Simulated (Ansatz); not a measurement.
**Profile along the Pb–Pb line in Pb (fcc, Cu type)**

Pb (fcc, Cu type)

Space group Fm-3m (No. 225); a = b = c = 4.991 Å, α = β = γ = 90.00°

| atom | site | symmetry | x | y | z |
|---|---|---|---|---|---|
| Pb | 4a | m-3m | 0.0000 | 0.0000 | 0.0000 |
(The calculation used a cell of 1 atom; values per cell refer to that cell.)

Fields along a shortest Pb–Pb line of a {100} plane (3.53 Å), from Pb to Pb, interpolated on the slice's grid (step about 0.1 Å). Computed with r2SCAN (plane waves to 500 eV, PAW, scalar-relativistic; Ansatz, a program for electronic structure). k mesh 16×16×16. Inside the PAW spheres the values are not all-electron values, and peaks at nuclei hang on which shells count as valence. Pb was relaxed with its symmetry unable to fall. Spin-orbit coupling is left out, though Pb is heavy.

```
distance from Pb (Å)  valence electron density (e/Å³)  electron localisation function
--------------------  -------------------------------  ------------------------------
0.00                                            10.39                               x
0.35                                             6.69                               x
0.71                                             2.23                            0.33
1.06                                             0.53                            0.39
1.41                                             0.18                            0.31
1.76                                             0.12                            0.21
2.12                                             0.18                            0.31
2.47                                             0.53                            0.39
2.82                                             2.23                            0.33
3.18                                             6.69                               x
3.53                                            10.39                               x
```

x: too close to a nucleus for the ELF to mean much.

Density on the Pb–Pb line (3.53 Å) at its midpoint: 0.12 e/Å³. ELF at that point: 0.21.
